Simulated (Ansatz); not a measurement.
The calculation used DFT, r2SCAN, plane waves (500 eV) with PAW, scalar-relativistic in Ansatz 0.2.0. (PAW data from PBE, frozen cores regenerated.)

An element in the simple cubic structure gives this curve. The cell is scaled uniformly from the relaxed one, with fractional coordinates and shape fixed. Energies are extrapolated to zero smearing, pressures are those at the given smearing. Magnetic state: spin not included.

```json
{"V (Å³/atom)": "24.814", "E − E₀ (meV/atom)": "61.9", "P (GPa)": "6.84"}
{"V (Å³/atom)": "25.942", "E − E₀ (meV/atom)": "24.2", "P (GPa)": "3.97"}
{"V (Å³/atom)": "27.069", "E − E₀ (meV/atom)": "4.8", "P (GPa)": "1.68"}
{"V (Å³/atom)": "28.197", "E − E₀ (meV/atom)": "-0.1", "P (GPa)": "-0.11"}
{"V (Å³/atom)": "29.325", "E − E₀ (meV/atom)": "6.3", "P (GPa)": "-1.47"}
{"V (Å³/atom)": "30.453", "E − E₀ (meV/atom)": "20.8", "P (GPa)": "-2.47"}
{"V (Å³/atom)": "31.581", "E − E₀ (meV/atom)": "41.3", "P (GPa)": "-3.24"}
```

Q: Which element is it?
A. magnesium
B. antimony
C. indium
D. lutetium

A: C. Its fit is V₀ = 28.08 Å³/atom, B₀ = 40 GPa, B₀′ = 5.8.
